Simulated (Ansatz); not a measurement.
Given:

ZrSeS:
```xyz
3
Lattice="3.6468 0.0000 0.0000 -1.8234 3.1582 0.0000 0.0000 0.0000 5.8158" Properties=species:S:1:pos:R:3 pbc="T T T"
Zr     0.0000     0.0000     0.0776
Se     1.8234     1.0527     4.2631
S      0.0000     2.1055     1.4751
```

This is the LDA-relaxed structure.

Question: All from DFT-LDA in the program Ansatz with PAW potentials, unless another level is named. Give the electronic dielectric constant ε∞ (DFPT).

Answer: 16.7 (xx = yy), 8.66 (zz).

Question: What about the Born charges (a third of the trace)?

Answer: Zr +5.60, Se -2.68, S -2.92 e.

Question: Predict the static dielectric constant ε0 (ions relaxed, cell fixed).

Answer: 61.7 (xx = yy), 9.52 (zz).

Space group P3m1. The first step of the workflow began from a Materials Project structure, measured or hypothetical; the Crystallography Open Database copy checked does not list it. With Se and S taken as one species the cell has the higher symmetry P-3m1, so it may be an ordered model of a mixed-site phase. Whether it is the stable phase at ambient conditions was not checked. Symmetry was held in the LDA relaxation; whether a distortion lowers the energy is not shown. No spin polarisation was allowed. A crystal of weakly bound layers computed without a dispersion correction: the cell and the soft elastic constants depend strongly on that. Spin–orbit coupling is left out wherever it is not named.

Potentials: the later of the program's two PAW sets.
